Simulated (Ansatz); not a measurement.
input.yaml

```yaml
crystal:
  lattice:
    - [-1.6833550382, 2.1225519183, 5.8532589714]
    - [1.6833550382, -2.1225519183, 5.8532589714]
    - [1.6833550382, 2.1225519183, -5.8532589714]
  atoms:
    - { symbol: Sc, position: [0.5, 0.0, 0.5] }
    - { symbol: Sc, position: [0.8115736677, 0.8115736677, 0.0] }
    - { symbol: Sc, position: [0.1884263323, 0.1884263323, 0.0] }
    - { symbol: Co, position: [0.0, 0.5, 0.5] }
    - { symbol: C, position: [0.4535465109, 0.6226435585, 0.8309029524] }
    - { symbol: C, position: [0.7917406061, 0.6226435585, 0.1690970476] }
    - { symbol: C, position: [0.5464534891, 0.3773564415, 0.1690970476] }
    - { symbol: C, position: [0.2082593939, 0.3773564415, 0.8309029524] }
basis:
  ecutwfc: 420
kpoints:
  mp_grid: { grid: [14, 14, 14] }
hamiltonian:
  xc: pbesol
scf:
  occupations: { method: gaussian, width: 0.1 }
output:
  forces: true
  stress: true
  eigenvalues: true
relax:
  adjacent_minimum: "off"
  f_tol: 0.01
  max_steps: 30
  cell: { stress_tol: 0.1, fix: [volume] }
```

Run as
```bash
ansatz run input.yaml --threads 2 --pin off --max-ram 5120MiB --backend cpu --events-out ev --progress --plain --runs-dir out
```

Level of theory: DFT PBEsol, scalar-relativistic, plane waves, PAW (Ansatz 0.2.0).

From the run's log, abridged (iterations and final results):

```
SCF iter   1: F=—  HF=-12418.152059 eV  |F-HF|=—  |Δ(HF+E_count)|=         —  Δρ=1.31e-2  dr2=1.27e-1  ethr=1.77e-3  ⟨swp⟩=4.4  Hψ=60707  notcnv=0  defer=1
SCF iter   2: F=—  HF=-12418.131468 eV  |F-HF|=—  |Δ(HF+E_count)|=   2.06e-2  Δρ=4.54e-3  dr2=2.06e-2  ethr=1.93e-4  ⟨swp⟩=2.2  Hψ=24053  notcnv=0  defer=30
SCF iter   3: F=—  HF=-12418.126721 eV  |F-HF|=—  |Δ(HF+E_count)|=   4.75e-3  Δρ=9.05e-4  dr2=8.96e-4  ethr=3.12e-5  ⟨swp⟩=2.0  Hψ=22938  notcnv=0  defer=30
SCF iter   4: F=—  HF=-12418.126588 eV  |F-HF|=—  |Δ(HF+E_count)|=   1.33e-4  Δρ=2.89e-4  dr2=7.27e-5  ethr=1.36e-6  ⟨swp⟩=2.0  Hψ=22227  notcnv=0  defer=30
SCF iter   5: F=—  HF=-12418.126568 eV  |F-HF|=—  |Δ(HF+E_count)|=   2.02e-5  Δρ=6.32e-5  dr2=4.69e-6  ethr=1.10e-7  ⟨swp⟩=2.3  Hψ=24956  notcnv=0  defer=35
SCF iter   6: F=—  HF=-12418.126568 eV  |F-HF|=—  |Δ(HF+E_count)|=   1.37e-7  Δρ=4.63e-5  dr2=2.12e-6  ethr=7.10e-9  ⟨swp⟩=2.0  Hψ=27603  notcnv=0  defer=35
SCF iter   7: F=—  HF=-12418.126568 eV  |F-HF|=—  |Δ(HF+E_count)|=   8.56e-8  Δρ=2.37e-5  dr2=4.05e-7  ethr=3.22e-9  ⟨swp⟩=1.1  Hψ=16598  notcnv=0  defer=35
SCF iter   8: F=-12418.126568 eV  HF=-12418.126568 eV  |F-HF|=9.62e-9  |Δ(HF+E_count)|=   7.39e-8  Δρ=3.61e-6  dr2=1.57e-8  ethr=1.52e-10  ⟨swp⟩=9.2  Hψ=71917  notcnv=0
SCF 1 converged in 8 iterations: F = -12418.126568 eV  dr2 = 1.57e-8
relax step   1: F+E_penalty+E_count = -12418.12656757 eV  Δ(F+E_penalty+E_count) = +0.000e0 eV  max|allowed force component| = 2.715e-1 eV/Å  Δτ_max = 0.0000 Å  P = +6.793 GPa  Ω = 83.655 Å³  fix = [volume]  reactions: volume +6.793 GPa (8 SCF iters, dr2 threshold 1.00e-7 eV, accepted)
Basis set: ecut = 420 eV, 1621 PW (Γ), FFT grids on a1+a3, a2+a3, a3, exchange–correlation on 60×48×90 points (8 copies of the dense FFT grid, shifted against one another)
Initial density: handed on by an earlier stage of this run
Initial wavefunctions: those handed on with the density
SCF iter   1: F=—  HF=-12418.129522 eV  |F-HF|=—  |Δ(HF+E_count)|=         —  Δρ=1.15e-3  dr2=1.69e-3  ethr=2.58e-6  ⟨swp⟩=2.0  Hψ=81747  notcnv=0
SCF iter   2: F=—  HF=-12418.129373 eV  |F-HF|=—  |Δ(HF+E_count)|=   1.49e-4  Δρ=5.65e-4  dr2=5.56e-4  ethr=2.56e-6  ⟨swp⟩=1.0  Hψ=17548  notcnv=0
SCF iter   3: F=—  HF=-12418.129259 eV  |F-HF|=—  |Δ(HF+E_count)|=   1.13e-4  Δρ=1.34e-4  dr2=4.04e-5  ethr=8.43e-7  ⟨swp⟩=2.4  Hψ=23931  notcnv=0
SCF iter   4: F=—  HF=-12418.129254 eV  |F-HF|=—  |Δ(HF+E_count)|=   4.75e-6  Δρ=4.87e-5  dr2=2.79e-6  ethr=6.12e-8  ⟨swp⟩=1.5  Hψ=17920  notcnv=0
SCF iter   5: F=-12418.129253 eV  HF=-12418.129253 eV  |F-HF|=6.05e-8  |Δ(HF+E_count)|=   8.71e-7  Δρ=1.30e-5  dr2=1.40e-7  ethr=4.23e-9  ⟨swp⟩=2.0  Hψ=23316  notcnv=0
SCF iter   6: F=-12418.129253 eV  HF=-12418.129253 eV  |F-HF|=3.86e-8  |Δ(HF+E_count)|=   3.16e-9  Δρ=6.89e-6  dr2=5.55e-8  ethr=2.12e-10  ⟨swp⟩=3.2  Hψ=56998  notcnv=0
SCF 2 converged in 6 iterations: F = -12418.129253 eV  dr2 = 5.55e-8
relax step   2: F+E_penalty+E_count = -12418.12925340 eV  Δ(F+E_penalty+E_count) = -2.686e-3 eV  max|allowed force component| = 1.551e-1 eV/Å  Δτ_max = 0.0038 Å  P = +6.547 GPa  Ω = 83.655 Å³  energy of the carried Pulay correction = +9.299e-17 eV  fix = [volume]  reactions: volume +6.547 GPa (6 SCF iters, dr2 threshold 8.00e-7 eV, accepted)
SCF iter   1: F=—  HF=-12418.130502 eV  |F-HF|=—  |Δ(HF+E_count)|=         —  Δρ=9.68e-4  dr2=6.31e-4  ethr=8.27e-7  ⟨swp⟩=2.0  Hψ=82714  notcnv=0
SCF iter   2: F=—  HF=-12418.130352 eV  |F-HF|=—  |Δ(HF+E_count)|=   1.50e-4  Δρ=5.38e-4  dr2=1.91e-4  ethr=8.27e-7  ⟨swp⟩=1.7  Hψ=19223  notcnv=0
SCF iter   3: F=—  HF=-12418.130286 eV  |F-HF|=—  |Δ(HF+E_count)|=   6.66e-5  Δρ=4.31e-5  dr2=1.44e-6  ethr=2.89e-7  ⟨swp⟩=2.0  Hψ=24569  notcnv=0
SCF iter   4: F=-12418.130285 eV  HF=-12418.130286 eV  |F-HF|=1.86e-7  |Δ(HF+E_count)|=   1.93e-7  Δρ=2.06e-5  dr2=3.26e-7  ethr=2.19e-9  ⟨swp⟩=2.0  Hψ=24837  notcnv=0
SCF iter   5: F=-12418.130286 eV  HF=-12418.130286 eV  |F-HF|=2.08e-8  |Δ(HF+E_count)|=   1.46e-8  Δρ=7.42e-6  dr2=3.66e-8  ethr=4.95e-10  ⟨swp⟩=2.0  Hψ=20088  notcnv=0
SCF iter   6: F=-12418.130286 eV  HF=-12418.130286 eV  |F-HF|=1.38e-9  |Δ(HF+E_count)|=   1.88e-9  Δρ=1.68e-6  dr2=2.86e-9  ethr=5.55e-11  ⟨swp⟩=2.1  Hψ=49566  notcnv=0
the search or the solves at the SCF's close seem to have found levels that the self-consistency loop had missed (the run counts 1). By its estimate they hold under 1e-12 electrons; where the run keeps them, the occupations were computed again with them
SCF 3 converged in 6 iterations: F = -12418.130286 eV  dr2 = 2.86e-9
relax step   3: F+E_penalty+E_count = -12418.13028558 eV  Δ(F+E_penalty+E_count) = -1.032e-3 eV  max|allowed force component| = 2.422e-2 eV/Å  Δτ_max = 0.0038 Å  P = +6.312 GPa  Ω = 83.655 Å³  energy of the carried Pulay correction = -2.325e-17 eV  fix = [volume]  reactions: volume +6.312 GPa (6 SCF iters, dr2 threshold 8.00e-7 eV, accepted)
SCF iter   1: F=—  HF=-12418.130367 eV  |F-HF|=—  |Δ(HF+E_count)|=         —  Δρ=3.45e-4  dr2=1.22e-4  ethr=1.91e-7  ⟨swp⟩=1.2  Hψ=68047  notcnv=0
SCF iter   2: F=—  HF=-12418.130368 eV  |F-HF|=—  |Δ(HF+E_count)|=   4.95e-7  Δρ=1.51e-4  dr2=3.45e-5  ethr=1.85e-7  ⟨swp⟩=1.0  Hψ=17548  notcnv=0
SCF iter   3: F=—  HF=-12418.130351 eV  |F-HF|=—  |Δ(HF+E_count)|=   1.73e-5  Δρ=4.06e-5  dr2=3.15e-6  ethr=5.23e-8  ⟨swp⟩=1.5  Hψ=17832  notcnv=0
SCF iter   4: F=—  HF=-12418.130350 eV  |F-HF|=—  |Δ(HF+E_count)|=   4.16e-7  Δρ=1.76e-5  dr2=2.34e-7  ethr=4.77e-9  ⟨swp⟩=1.9  Hψ=19650  notcnv=0
SCF iter   5: F=-12418.130350 eV  HF=-12418.130350 eV  |F-HF|=7.83e-9  |Δ(HF+E_count)|=   4.99e-8  Δρ=4.40e-6  dr2=1.47e-8  ethr=3.55e-10  ⟨swp⟩=2.0  Hψ=22965  notcnv=0
SCF iter   6: F=-12418.130350 eV  HF=-12418.130350 eV  |F-HF|=1.47e-9  |Δ(HF+E_count)|=   1.08e-9  Δρ=1.34e-6  dr2=2.40e-9  ethr=2.22e-11  ⟨swp⟩=3.0  Hψ=54534  notcnv=0
SCF 4 converged in 6 iterations: F = -12418.130350 eV  dr2 = 2.40e-9
relax step   4: F+E_penalty+E_count = -12418.13035015 eV  Δ(F+E_penalty+E_count) = -6.457e-5 eV  max|allowed force component| = 5.766e-3 eV/Å  Δτ_max = 0.0014 Å  P = +6.322 GPa  Ω = 83.655 Å³  fix = [volume]  reactions: volume +6.322 GPa (6 SCF iters, dr2 threshold 3.67e-8 eV, accepted)
Initial wavefunctions: pseudopotential atomic-orbital guess (no wavefunctions were taken with the density)
SCF iter   1: F=—  HF=-12418.130338 eV  |F-HF|=—  |Δ(HF+E_count)|=         —  Δρ=1.21e-5  dr2=1.72e-8  ethr=1.95e-7  ⟨swp⟩=3.5  Hψ=102211  notcnv=0
SCF iter   2: F=—  HF=-12418.130330 eV  |F-HF|=—  |Δ(HF+E_count)|=   8.39e-6  Δρ=6.42e-6  dr2=5.19e-9  ethr=2.60e-11  ⟨swp⟩=3.1  Hψ=42617  notcnv=0
SCF iter   3: F=—  HF=-12418.130330 eV  |F-HF|=—  |Δ(HF+E_count)|=   8.52e-9  Δρ=7.51e-7  dr2=3.86e-10  ethr=7.87e-12  ⟨swp⟩=2.0  Hψ=23773  notcnv=0
SCF iter   4: F=-12418.130330 eV  HF=-12418.130330 eV  |F-HF|=7.46e-11  |Δ(HF+E_count)|=  1.82e-12  Δρ=3.01e-7  dr2=1.18e-10  ethr=1.00e-12  ⟨swp⟩=1.1  Hψ=17598  notcnv=0
SCF iter   5: F=-12418.130330 eV  HF=-12418.130330 eV  |F-HF|=2.18e-11  |Δ(HF+E_count)|=  9.09e-12  Δρ=1.21e-7  dr2=2.45e-11  ethr=1.00e-12  ⟨swp⟩=1.0  Hψ=17548  notcnv=0
SCF iter   6: F=-12418.130330 eV  HF=-12418.130330 eV  |F-HF|=3.64e-12  |Δ(HF+E_count)|=  1.82e-12  Δρ=6.82e-8  dr2=2.48e-12  ethr=1.00e-12  ⟨swp⟩=1.0  Hψ=17548  notcnv=0
SCF iter   7: F=-12418.130330 eV  HF=-12418.130330 eV  |F-HF|=5.46e-12  |Δ(HF+E_count)|=    0.00e0  Δρ=1.55e-8  dr2=1.15e-13  ethr=1.00e-12  ⟨swp⟩=1.0  Hψ=17548  notcnv=0
SCF iter   8: F=-12418.130330 eV  HF=-12418.130330 eV  |F-HF|=1.82e-12  |Δ(HF+E_count)|=    0.00e0  Δρ=5.68e-9  dr2=1.37e-14  ethr=1.00e-12  ⟨swp⟩=2.0  Hψ=39765  notcnv=0
SCF 5 converged in 8 iterations: F = -12418.130330 eV  dr2 = 1.37e-14
SCF converged after 8 iterations
Free energy (F): -12418.130330 eV
Harris-Foulkes:  -12418.130330 eV  (|F-HF|=1.82e-12)
Internal energy: -12418.115498 eV  (E = F + TS)
E sigma→0 (E₀):  -12418.122914 eV
Entropy (-TS):   -0.014832 eV (-1.854 meV/atom)
Fermi energy:    14.218980 eV
--- Per-component energies (eV) ---
  E_band       = -542.448784
  E_kinetic    = 1612.819342
  E_local      = -6132.022389  (includes V_loc(G=0)·N_el)
  E_nonlocal   = 807.807450
  E_hartree    = 2433.312142
  E_xc         = -669.077898
  E_vxc        = -841.603785  (∫ρ·V_xc dr)
  E_paw        = -4656.244779  (= ΣΔE_a)
  E_vpaw       = -856.073711  (= ΣTr[D̂ρ^β])
  E_aug_tail   = 0.000035  (compensation charges beyond the density's cutoff)
  E_ewald      = -5815.369296
  E_core_change = 0.659896  (= ΣΔE_core)
  E_smearing   = -0.014832  (= −TS)
--- Forces (eV/Å), atoms counted from 1 ---
  atom   1  Sc     0.00000000     0.00000000     0.00000000
  atom   2  Sc     0.00000000     0.00000000    -0.00053122
  atom   3  Sc     0.00000000     0.00000000     0.00053122
  atom   4  Co     0.00000000     0.00000000     0.00000000
  atom   5  C      0.00000000    -0.00590239    -0.00382965
  atom   6  C      0.00000000     0.00590239    -0.00382965
  atom   7  C      0.00000000     0.00590239     0.00382965
  atom   8  C      0.00000000    -0.00590239     0.00382965
--- Stress (GPa, compression-positive) ---
        6.355167       0.000000       0.000000
        0.000000       6.289968       0.000000
        0.000000       0.000000       6.318911
  P = ⅓ Tr σ = 6.3213 GPa (63.213 kbar)
--- Band table (eV; the first three rows and the last of 428) ---
  k-point 0: bands = ["-80.5463", "-44.0821", "-44.0358", "-43.7815", "-34.0650", "-33.9562", "-33.9422", "-13.0989", "-13.0516", "-12.8691", "-12.8562", "-12.8127", "-12.8090", "-12.6570", "-12.6547", "-12.5316", "-0.7871", "0.5999", "6.9077", "7.3352", "7.4616", "7.5755", "8.8277", "10.0204", "10.9329", "11.0195", "11.1992", "11.5322", "12.4511", "12.9883", "13.0909", "14.4313", "14.7990", "14.8801", "14.9374", "15.2568", "15.5659", "16.0521", "17.2892", "17.9137", "17.9686"]
  k-point 1: bands = ["-80.5463", "-44.0821", "-44.0357", "-43.7818", "-34.0614", "-33.9577", "-33.9414", "-13.1292", "-13.0070", "-12.9029", "-12.8639", "-12.8286", "-12.7769", "-12.6681", "-12.6572", "-12.5395", "-0.7176", "0.5956", "6.8111", "6.8325", "7.5550", "8.1339", "8.9201", "9.9577", "10.7100", "10.9278", "11.3265", "11.6282", "12.4777", "12.9741", "13.0028", "14.2659", "14.5639", "14.6111", "14.9841", "15.6903", "15.8580", "16.1361", "17.4314", "17.8651", "18.1329"]
  k-point 2: bands = ["-80.5462", "-44.0821", "-44.0357", "-43.7825", "-34.0511", "-33.9619", "-33.9392", "-13.1531", "-12.9628", "-12.9539", "-12.8712", "-12.8627", "-12.7337", "-12.7081", "-12.6605", "-12.5562", "-0.5250", "0.5776", "6.2634", "6.6691", "7.8053", "8.7965", "9.1269", "9.8270", "10.1889", "10.8931", "11.5098", "11.7866", "12.4229", "12.8474", "12.9154", "13.7756", "14.3270", "14.5790", "15.3068", "15.9334", "16.1229", "16.4095", "17.7563", "17.7696", "18.4862"]
  k-point 427: bands = ["-80.5463", "-44.0821", "-44.0358", "-43.7815", "-34.0525", "-33.9887", "-33.9222", "-13.0958", "-13.0345", "-12.8866", "-12.8071", "-12.7912", "-12.7684", "-12.6762", "-12.6683", "-12.6200", "-0.4528", "0.2212", "6.7159", "7.0009", "7.5494", "8.4500", "8.5325", "9.7528", "10.7440", "11.2290", "11.3999", "11.6466", "12.9955", "13.2206", "13.2350", "13.2715", "13.9079", "14.0798", "15.4968", "16.6912", "16.7069", "16.8425", "17.0681", "17.0865", "17.3183"]
--- Relaxed structure (4 steps of the walk, 4 accepted, 1 SCFs on fresh bases) ---
  F+E_penalty+E_count = -12418.13032980 eV   max|allowed force component| = 5.902e-3 eV/Å   (the final SCF, on the basis selected at the relaxed cell)
  cell:  # Å, volume = 83.6550 Å³
    - [-1.67939773, 2.12736491, 5.85377774]
    - [1.67939773, -2.12736491, 5.85377774]
    - [1.67939773, 2.12736491, -5.85377774]
  atoms:
    - { symbol: Sc, position: [0.50000000, 0.0, 0.50000000] }
    - { symbol: Sc, position: [0.81128855, 0.81128855, 0.0] }
    - { symbol: Sc, position: [0.18871144, 0.18871144, 0.0] }
    - { symbol: Co, position: [0.0, 0.5, 0.5] }
    - { symbol: C, position: [0.45293882, 0.62295845, 0.82998036] }
    - { symbol: C, position: [0.79297809, 0.62295845, 0.17001963] }
    - { symbol: C, position: [0.54706117, 0.37704154, 0.17001963] }
    - { symbol: C, position: [0.20702190, 0.37704154, 0.82998036] }
```

The relaxation met its thresholds.

It took 100 s on 2 threads of Intel(R) Xeon(R) 6975P-C (Granite Rapids) (shared host), peak memory 1.3 GiB.

Spin polarisation was left out, and a magnetic state may lie lower.